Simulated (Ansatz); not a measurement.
Values for one crystal, relaxed and computed with DFT-r²SCAN in the program Ansatz with PAW potentials; other levels are named.

| Item | Value |
|---|---|
| Volume per atom | 17.37 Å³ |
| Electronic character | metallic (no gap) |
| Bulk modulus (Birch–Murnaghan fit) | 124 GPa |
| Density of states at the Fermi level | 0.91 states/eV per atom (mean over ±0.08 eV) |
| Gap with spin–orbit coupling | none (metallic) |
| Pressure derivative B′ | 3.9 |
| Formation energy from the elements (no fitted shifts) | -0.15 eV/atom |

### Question
Which of these materials gives this?
A) ZrTa, Cmcm (Zr on 4c, Ta on 4c)
B) ZrCu, Cm (Pearson symbol mS16)
C) CuAu, L1₀ or tetragonal B2
D) ZrTa, Pmma (Ta on 2e, Zr on 2f)

### Answer
B, ZrCu, Cm (Pearson symbol mS16)

The first step of the workflow began from a Materials Project structure, measured or hypothetical; the Crystallography Open Database copy checked does not list it. Its standing as an ambient phase is unchecked. The cell was relaxed with r²SCAN under the symmetry of its start; its stability against distortions is not shown here. The run is not spin-polarised. The references are the lowest solids computed at this level, not always the standard phases. Spin–orbit coupling is left out wherever it is not named.

Potentials: the earlier of the program's two PAW sets. The files were generated under PBE; for other functionals the program regenerates the frozen cores, and for LDA and PBEsol the local potential too.
